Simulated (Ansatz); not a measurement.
**MgAu (Pm-3m), relaxation: input and output**

Computed with r²SCAN, PAW on Ansatz 0.2.0's default frozen-core files (fitted under PBE), scalar-relativistic; not a measurement.

Command:

```sh
ansatz run input.yaml --threads 1 --pin off --max-ram 3072MiB --backend cpu --events-out ev --progress --plain --runs-dir out
```

Input:

```yaml
crystal:
  lattice:
    - [3.259, 0.0, 0.0]
    - [0.0, 3.259, 0.0]
    - [0.0, 0.0, 3.259]
  atoms:
    - { symbol: Mg, position: [0.5, 0.5, 0.5] }
    - { symbol: Au, position: [0.0, 0.0, 0.0] }
kpoints:
  mp_grid: { grid: [12, 12, 12] }
scf:
  occupations: { method: fermi_dirac, width: 0.05 }
hamiltonian:
  xc: r2scan
  pseudopotentials: { kind: paw }
relax:
  f_tol: 0.002
  max_steps: 80
  cell: {}
output:
  forces: true
  stress: true
```

Output (shortened where marked):

```
Warning: RAYON_NUM_THREADS=1 ignored (pool sized by the plan → 1); use --threads N
Engine: ansatz 0.2.0, aarch64-unknown-linux-gnu
Pseudopotentials: kind: paw
Pseudopotential: Mg, paw, valence charge 10, recommended cutoff 500 eV (meta_gga), Mg.paw.azcp
Pseudopotential: Au, paw, valence charge 19, recommended cutoff 500 eV (meta_gga), Au.paw.azcp
Functional definition: r2SCAN
  parameter k0 = 0.174
  parameter k1 = 0.065
  parameter a1 = 4.9479
  exchange = r2scan_x(k0 = k0, k1 = k1, a1 = a1)
  correlation = r2scan_c
Crystal: 2 atoms, lattice volume = 34.614 Å³
Basis set: ecut = 500 eV, 895 PW (Γ), exchange–correlation on 96×96×96 points (64 copies of the dense FFT grid, shifted against one another)
Bands: 19, of which v1, the nominal top of the filled ones, is band 15 counted from 1 (14 counted from 0)
Symmetry: 48 space group operations
Space group: Pm-3m (ITA 221), of the structure as read, at distance tolerance 3.3e-5 Å
k-points: 84 of 1728
Non-local potential: Mg, projectors of the file, l = 0: 3, l = 1: 2, l = 2: 1
Non-local potential: Au, projectors of the file, l = 0: 3, l = 1: 2, l = 2: 2, l = 3: 1
PAW form: soft (Blöchl's): semilocal exchange-correlation on the pseudo side does not see the compensation charge
PAW frozen core: Mg, regenerated for the run's functional (the file was generated under x = pbe(κ = 0.804, μ = 0.2195149727645171), c = pbe(β = 0.06672455060314922))
PAW frozen core: Au, regenerated for the run's functional (the file was generated under x = pbe(κ = 0.804, μ = 0.2195149727645171), c = pbe(β = 0.06672455060314922))
PAW one-centre angular grid: Mg, 302 points (default); XC on 224 Gauss nodes
PAW one-centre angular grid: Au, 590 points (default); XC on 160 Gauss nodes
Initial density: superposition of atomic densities (neutral atoms: chi_scale 0, normalization atom), corrected by the library's trained network
Initial wavefunctions: pseudopotential atomic-orbital guess
[... 46 lines left out ...]
SCF iter   7: F=—  HF=-15091.135842 eV  |F-HF|=—  |Δ(HF+E_count)|=  2.18e-11  Δρ=2.60e-7  dr2=4.00e-11  dr2_τ=1.57e-12  ethr=1.00e-12  ⟨swp⟩=1.6  Hψ=1982  notcnv=0
SCF iter   8: F=-15091.135842 eV  HF=-15091.135842 eV  |F-HF|=1.82e-12  |Δ(HF+E_count)|=  1.82e-11  Δρ=5.74e-8  dr2=1.83e-12  dr2_τ=2.92e-14  ethr=1.00e-12  ⟨swp⟩=5.6  Hψ=6155  notcnv=0
SCF 4 converged in 8 iterations: F = -15091.135842 eV  dr2 = 1.83e-12
relax step   4: F+E_penalty+E_count = -15091.13584230 eV  Δ(F+E_penalty+E_count) = -1.268e-4 eV  max|allowed force component| = 2.235e-30 eV/Å  Δτ_max = 0.0000 Å  P = -0.015 GPa  Ω = 35.015 Å³  stress off target by 1.52e-2 GPa  ...
basis re-selected at this cell: Δ(F+E_penalty+E_count) = -1.268e-4 eV, ΔP = +0.001 GPa vs the last step (what re-selecting the basis moved, of the pressure what is left beyond the Pulay correction that the steps carried, after ...
SCF converged after 8 iterations
Free energy (F): -15091.135842 eV
Harris-Foulkes:  -15091.135842 eV  (|F-HF|=1.82e-12)
Internal energy: -15091.131001 eV  (E = F + TS)
E sigma→0 (E₀):  -15091.133421 eV
Entropy (-TS):   -0.004842 eV (-2.421 meV/atom)
Fermi energy:    14.035205 eV
--- Per-component energies (eV) ---
  E_band       = -647.439769
  E_kinetic    = 681.519501
  E_local      = -3482.621508  (includes V_loc(G=0)·N_el)
  E_nonlocal   = 168.524232
  E_hartree    = 1363.545353
  E_xc         = -246.607307
  E_vxc        = -349.529062  (∫ρ·V_xc dr)
  E_paw        = -10026.070109  (= ΣΔE_a)
  E_vpaw       = -417.005992  (= ΣTr[D̂ρ^β])
  E_aug_tail   = 0.000703  (compensation charges beyond the density's cutoff)
  E_vtau       = 24.581635  (kinetic-family band-sum trace: ∫τ·v_τ [+ j·A + Jᵃ·Aᵃ] dr)
  E_ewald      = -3549.219333
  E_core_change = -0.202532  (= ΣΔE_core)
  E_smearing   = -0.004842  (= −TS)
  E_closure    = -0.000000  (closes the sum)
  Σ components = -15091.135842   (vs F -15091.135842, Δ=0.00e0)
--- Forces (eV/Å), atoms counted from 1 ---
  atom   1  Mg    -0.00000000     0.00000000     0.00000000
  atom   2  Au     0.00000000    -0.00000000    -0.00000000
  max |Σ_I F_I| component: 4.08e-30 eV/Å
--- Stress (GPa, compression-positive) ---
       -0.015165      -0.000000      -0.000000
       -0.000000      -0.015165       0.000000
       -0.000000       0.000000      -0.015165
  P = ⅓ Tr σ = -0.0152 GPa (-0.152 kbar)
--- Relaxed structure (3 steps of the walk, 3 accepted, 1 SCFs on fresh bases) ---
  F+E_penalty+E_count = -15091.13584230 eV   max|allowed force component| = 2.235e-30 eV/Å   (the final SCF, on the basis selected at the relaxed cell)
  cell:  # Å, volume = 35.0148 Å³
    - [3.2715275234895174, 3.209883240645393e-35, -6.419766481290786e-35]
    - [3.209883240645393e-35, 3.2715275234895174, 0.0]
    - [6.419766481290786e-35, 0.0, 3.2715275234895174]
  atoms:
    - { symbol: Mg, position: [0.5, 0.5, 0.5] }
    - { symbol: Au, position: [-1.908299717321448e-35, 6.155805539729663e-37, -1.8467416619239378e-36] }
```

The run converged.

### Relaxation

Relaxation of a crystal by Kohn-Sham DFT from the given cell to forces under 2 meV/angstrom; pressure positive in compression.

- Volume change: 1.158 %
- Length change (a, b, c): 0.384, 0.384, 0.384 %
- Start pressure: 1.06 GPa

Known limits: frozen-core PAW files fitted under PBE, their cores solved anew for the functional of the run; no spin-orbit coupling on heavy atoms.

Cost: 22 s on 1 thread of Arm Neoverse V2, on a shared host, peak memory 0.41 GiB.
